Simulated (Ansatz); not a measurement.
Rb2HgF4:
```xyz
7
Lattice="-2.2464 2.2464 6.6549 2.2464 -2.2464 6.6549 2.2464 2.2464 -6.6549" Properties=species:S:1:pos:R:3 pbc="T T T"
Rb     0.0000     0.0000     4.8009
Rb     0.0000     0.0000     8.5089
Hg     0.0000     0.0000     0.0000
F      0.0000     0.0000     2.2058
F      0.0000     0.0000    11.1040
F      2.2464     0.0000     0.0000
F      0.0000     2.2464     0.0000
```

Relaxed with LDA. Special points in fractions of this cell's reciprocal vectors: Γ (0.000, 0.000, 0.000); X (0.000, 0.000, 0.500); P (0.250, 0.250, 0.250); N (0.000, 0.500, 0.000); M (0.500, 0.500, -0.500); S (0.278, 0.722, -0.278); S0 (-0.278, 0.278, 0.278); R (-0.057, 0.057, 0.500); G (0.500, 0.500, -0.057).

Question: List the band energies nearest the valence-band maximum at these points for DFT-LDA in the program Ansatz with PAW potentials.

Answer: In eV from the valence-band maximum; about four levels below and three above (degenerate sets whole), none deeper than 8.9 eV; points with the same levels are listed once.

```csv
k,below,above
Γ,-2.29 -2.29 -2.05 -2.05 -1.99,1.68 5.53 6.81 6.81
X,-2.02 -1.95 -0.34 0.00,4.83 6.29 6.70
P,-1.99 -1.99 -0.34 0.00,4.84 6.55 6.55
N,-2.41 -2.14 -2.06 -0.27,3.83 6.01 6.60
M,-2.34 -2.34 -2.11 -1.97 -1.97,2.26 4.73 6.34
S,-2.39 -2.13 -2.06 -0.30,3.77 6.18 6.33
R,-2.04 -1.96 -0.36 -0.09,4.72 6.36 6.66
```

Space group I4/mmm. The first step of the workflow began from a Materials Project structure, measured or hypothetical; the Crystallography Open Database copy checked does not list it. Its standing as an ambient phase is unchecked. The LDA relaxation kept the symmetry of its start; of distortions, only those at the zone centre were tested, and some modes there are weakly imaginary. Spin–orbit coupling is left out wherever it is not named.

Potentials: the later of the program's two PAW sets.
